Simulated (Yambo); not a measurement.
Absorption of K$_{2}$CO$_{3}$ (space group C2/c, No. 15) with and without the electron-hole interaction (Yambo, PBEsol bands; 4×4×2 mesh, 15 valence and 18 conduction bands, static screening with 108 bands and a 3 Ry block, scissor 2.67 eV, Tamm-Dancoff; field along x). Axes are Cartesian, with cell vectors (Å) (2.80, -5.01, 0.00), (2.80, 5.01, 0.00), (-1.28, 0.00, 6.58).

```
E (eV)  Im ε, BSE  Im ε, independent quasiparticles
------  ---------  --------------------------------
3.25         0.02                              0.01
3.35         0.03                              0.01
3.45         0.03                              0.01
3.55         0.03                              0.01
3.65         0.03                              0.01
3.75         0.03                              0.01
3.85         0.03                              0.01
3.95         0.03                              0.01
4.05         0.04                              0.01
4.15         0.04                              0.01
4.25         0.04                              0.01
4.35         0.04                              0.01
4.45         0.05                              0.01
4.55         0.05                              0.02
4.65         0.05                              0.02
4.75         0.06                              0.02
4.85         0.06                              0.02
4.95         0.07                              0.02
5.05         0.08                              0.02
5.15         0.08                              0.02
5.25         0.09                              0.02
5.35         0.11                              0.02
5.45         0.12                              0.02
5.55         0.13                              0.02
5.65         0.15                              0.02
5.75         0.17                              0.03
5.85         0.20                              0.03
5.95         0.23                              0.03
6.05         0.29                              0.03
6.15         0.36                              0.03
6.25         0.47                              0.03
6.35         0.61                              0.03
6.45         0.79                              0.04
6.55         1.14                              0.04
6.65         1.73                              0.04
6.75         2.76                              0.04
6.85         4.55                              0.05
6.95         6.59                              0.05
7.05         6.12                              0.06
7.15         4.93                              0.06
7.25         4.25                              0.07
7.35         3.39                              0.08
7.45         2.40                              0.08
7.55         1.87                              0.09
7.65         1.77                              0.10
7.75         1.68                              0.12
7.85         1.54                              0.14
7.95         1.56                              0.17
8.05         1.90                              0.22
8.15         2.31                              0.30
8.25         2.31                              0.37
8.35         1.94                              0.36
8.45         1.55                              0.36
8.55         1.34                              0.39
8.65         1.23                              0.49
8.75         1.25                              0.67
8.85         1.32                              0.88
8.95         1.37                              1.07
9.05         1.36                              1.43
9.15         1.42                              2.03
9.25         1.68                              2.85
9.35         1.67                              3.77
9.45         1.58                              4.47
9.55         1.40                              5.12
9.65         1.36                              5.33
9.75         1.29                              4.93
9.85         1.23                              4.19
9.95         1.05                              3.17
10.05        1.02                              2.42
10.15        0.96                              2.14
```

The scissor comes from a G0W0 run whose convergence isn't established. Broadening 0.15 eV. The band window holds all transitions up to 12.5 eV. Fine structure above the onset can come from the mesh.

Geometry of the Materials Project entry, not relaxed at this level; primitive cell a = 5.7423 Å, b = 5.7423 Å, c = 6.7060 Å, α = 95.34°, β = 95.34°, γ = 121.68°.
